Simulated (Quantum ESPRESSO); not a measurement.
## Band energies of MgTiF$_{6}$

```
MgTiF6
1.0
    2.60828     1.50589     4.44451
   -2.60828     1.50589     4.44451
    0.00000    -3.01178     4.44451
F Mg Ti
6 1 1
Direct
  0.67162   0.84246   0.24225
  0.32838   0.15754   0.75775
  0.24225   0.67162   0.84246
  0.75775   0.32838   0.15754
  0.84246   0.24225   0.67162
  0.15754   0.75775   0.32838
  0.50000   0.50000   0.50000
  0.00000   0.00000   0.00000
```

LDA (Quantum ESPRESSO, PseudoDojo norm-conserving, 84 Ry, no spin-orbit coupling); path ΓLB1,BZΓX,QFP1Z,LP; energies in eV from the valence-band maximum.

```
k (1/Å)  point  band 28  band 29  band 30  band 31  band 32  band 33  band 34  band 35
-------  -----  -------  -------  -------  -------  -------  -------  -------  -------
0.00         Γ    -0.39    -0.38    -0.24     0.00     0.00     4.84     4.84     4.84
0.24              -0.44    -0.41    -0.20    -0.04    -0.02     4.85     4.86     4.88
0.49              -0.42    -0.40    -0.24    -0.15    -0.09     4.85     4.88     4.94
0.73         L    -0.38    -0.36    -0.29    -0.24    -0.14     4.85     4.89     4.97
0.93              -0.46    -0.38    -0.30    -0.23    -0.17     4.87     4.89     4.97
1.32        B1    -0.69    -0.66    -0.50    -0.21    -0.21     4.90     4.92     5.00
1.32         B    -0.69    -0.66    -0.50    -0.21    -0.21     4.90     4.92     5.00
1.53              -0.70    -0.52    -0.41    -0.24    -0.22     4.91     4.94     4.99
1.73              -0.54    -0.40    -0.31    -0.27    -0.25     4.92     4.95     4.96
1.94         Z    -0.37    -0.36    -0.36    -0.27    -0.27     4.90     4.96     4.96
2.29              -0.40    -0.40    -0.27    -0.10    -0.10     4.88     4.90     4.90
2.47              -0.40    -0.40    -0.24    -0.02    -0.02     4.86     4.86     4.86
2.65         Γ    -0.39    -0.38    -0.24     0.00     0.00     4.84     4.84     4.84
2.82              -0.43    -0.40    -0.21    -0.02    -0.01     4.85     4.85     4.86
3.00              -0.52    -0.42    -0.20    -0.09    -0.04     4.85     4.88     4.89
3.36              -0.76    -0.36    -0.31    -0.23    -0.19     4.88     4.92     4.96
3.54         X    -0.72    -0.45    -0.41    -0.34    -0.12     4.87     4.92     5.00
3.54         Q    -0.72    -0.45    -0.41    -0.34    -0.12     4.87     4.92     5.00
3.85         F    -0.57    -0.54    -0.43    -0.43    -0.05     4.83     4.94     5.03
3.85        P1    -0.75    -0.48    -0.42    -0.39    -0.11     4.87     4.95     5.00
4.12              -0.64    -0.41    -0.32    -0.31    -0.21     4.92     4.95     4.97
4.25              -0.47    -0.37    -0.32    -0.28    -0.26     4.91     4.95     4.96
4.39         Z    -0.37    -0.36    -0.36    -0.27    -0.27     4.90     4.96     4.96
4.39         L    -0.38    -0.36    -0.29    -0.24    -0.14     4.85     4.89     4.97
4.55              -0.45    -0.36    -0.34    -0.27    -0.14     4.86     4.91     4.96
4.88         P    -0.75    -0.48    -0.42    -0.39    -0.11     4.87     4.95     5.00
```

The LDA gap is 4.83 eV and nearly direct: the edges lie at Γ and F, the smallest direct gap within 0.02 eV of it. Another conduction extremum on the path lies within 0.02 eV, too close to call.

Geometry of the Materials Project entry, not relaxed at this level.

The structure is a Materials Project entry; no match was found in the copy of COD used, and its stability was not checked.
